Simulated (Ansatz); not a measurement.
NiSb:
```yaml
crystal:
  lattice:
    - [3.23451, 0.00000, 0.00000]
    - [0.00000, 3.23451, 0.00000]
    - [0.00000, 0.00000, 3.23451]
  atoms:
    - { symbol: Ni, position: [0.00000, 0.00000, 0.00000] }
    - { symbol: Sb, position: [0.50000, 0.50000, 0.50000] }
```

This is the r²SCAN-relaxed structure.

Problem. All from r²SCAN in the plane-wave PAW code Ansatz, unless another level is named. Estimate the electronic character.

Solution. metallic (no gap).

Problem. Next, the formation energy from the elements (no fitted shifts)?

Solution. 0.25 eV/atom.

Problem. What about the density of states at the Fermi level?

Solution. 0.51 states/eV per atom (mean over ±0.08 eV).

Problem. And the gap with spin–orbit coupling?

Solution. none (metallic).

Space group Pm-3m (CsCl type). A made-up cell: these elements were put on the sites of a structure type; neither database checked (COD, Materials Project) lists it. COD files the formula under space group No. 194. Whether it is the stable phase at ambient conditions was not checked. Symmetry was held in the r²SCAN relaxation; whether a distortion lowers the energy is not shown. The workflow began spin-polarised and lost its moments. The cell computed holds one magnetic atom, so no antiferromagnetic order was within reach. The references are the lowest solids computed at this level, not always the standard phases. Scalar-relativistic: spin–orbit coupling is off unless named, which matters more the heavier the elements.

Potentials: the earlier of the program's two PAW sets. The files were generated under PBE; for other functionals the program regenerates the frozen cores, and for LDA and PBEsol the local potential too.
